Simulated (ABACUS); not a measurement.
Set-up for a self-consistent single point of Ag (C2/m, 1 atom in the cell; from Materials Project mp-124, changed as shown).

```
Ag
1.0
    0.00000     1.99646     1.99646
    2.03720     0.00000     2.03720
    2.03720     2.03720     0.00000
Ag
1
Direct
  0.00000   0.00000   0.00000
```

Method: LDA (PW92), PseudoDojo 0.4 standard norm-conserving LDA (tails mended) pseudopotentials (plane waves; ABACUS 3.10.1).

ABACUS settings:

* **KPT**: Gamma 12 12 12 0 0 0
* **basis_type**: pw
* **dft_functional**: PWLDA
* **ecutwfc**: 86 Ry
* **smearing_method**: gaussian
* **smearing_sigma**: 0.0199916 Ry
* **potentials**: PseudoDojo 0.4 standard norm-conserving LDA (tails mended)
* **symmetry**: 1
* **ks_solver**: dav_subspace
* **scf_nmax**: 100
* **scf_thr**: 1.0e-09 Ry
* **mixing_type**: pulay
* **mixing_beta**: 0.4

Results:

- Number of valence electrons = 19
- Number of bands = 20
- Number of k-points after the program's reduction = 476
- Number of plane waves (most at a k-point) = 1522
- Number of SCF iterations = 9
- FFT grid = 32 × 36 × 36
- Free energy E − TS = -4217.4032 eV
- Fermi level (on the code's own zero) = 17.61 eV
- Pressure = -4.16 GPa

Stress (GPa, positive for compression):
```
-4.37  -0.41  -0.41
-0.41  -4.05   0.87
-0.41   0.87  -4.05
```

For comparison: a first run was changed to give this one (lattice vector a scaled by 0.98), and from it to this one the free energy drops by 9.7 meV/atom and the pressure goes from -6.39 to -4.16 GPa.

The structure comes from a collection of computed structures, made at another level of theory; the collection holds predicted forms beside known ones. Its lattice was then scaled.

Cost on one core: around 110 core-seconds (rough).

“Tails mended”: in these copies of the files the far tail of each local potential was reset to the Coulomb form.
